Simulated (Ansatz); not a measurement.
Here is an unrelaxed guess for ZnTe3O.

```cif
data_structure
_symmetry_space_group_name_H-M 'P 1'
_symmetry_Int_Tables_number 1
_cell_length_a 6.1225
_cell_length_b 6.1225
_cell_length_c 4.0399
_cell_angle_alpha 90.000
_cell_angle_beta 90.000
_cell_angle_gamma 117.686
_cell_volume 134.09
loop_
_atom_site_label
_atom_site_type_symbol
_atom_site_fract_x
_atom_site_fract_y
_atom_site_fract_z
_atom_site_occupancy
Zn1 Zn 0.00000 0.00000 0.00000 1
Te1 Te 0.00000 0.50000 0.50000 1
Te2 Te 0.50000 0.00000 0.50000 1
Te3 Te 0.50000 0.50000 0.50000 1
O1 O 0.00000 0.00000 0.50000 1
```

Computed with DFT PBE, scalar-relativistic, plane waves, PAW (Ansatz). Cutoff 420 eV; k points 4×4×4 on the computed 5-atom cell (Γ-centred); Gaussian smearing, width 0.10 eV; no spin polarisation.

Energies over the elements count from the elements' standard structures at the same level (O₂ as a molecule), with no fitted energy shifts.

Task: What does a single point on this coarse mesh give?

Result: The pressure is -3.9 GPa (the mean over three directions, positive in compression), the largest force is 0.00 eV/Å (symmetry fixes the atoms), and the energy is +0.05 eV/atom against the elements. The shortest distance is 2.02 Å.

Task: How much does it gain on relaxing, and where does it end?

Result: Relaxing gains about 0.14 eV/atom (the start's value is from the coarse mesh, so the gain is rough) in 20 ionic steps and ends at −0.10 eV/atom on the finer mesh. The symmetry goes from Cmmm (No. 65) to P6/mmm (No. 191). The volume per atom shrinks by 6.1 %, from 26.8 to 25.2 Å³. The shortest distance goes from 2.02 Å (Zn–O) to 1.74 Å (Zn–O). Conventional cell: a = 6.462 Å, c = 3.483 Å. Zn has 2 O at 1.74 Å, 2 Zn at 3.48 Å and 12 Te at 3.67 Å; around Te lie 2 O at 3.23 Å, 4 Te at 3.23 Å, 2 Te at 3.48 Å and 4 Zn at 3.67 Å; around O lie 2 Zn at 1.74 Å and 6 Te at 3.23 Å.

The last run used a 6×6×10 mesh (in the run's order of axes) for its 5-atom cell and Gaussian smearing of 0.10 eV. Spin–orbit coupling, which can matter for Te, is left out. The reference form of Te is held partly by dispersion forces, which this level lacks. The relaxation can't lower the symmetry of the start. Symmetry constrained the relaxation, so the result can be a saddle point.
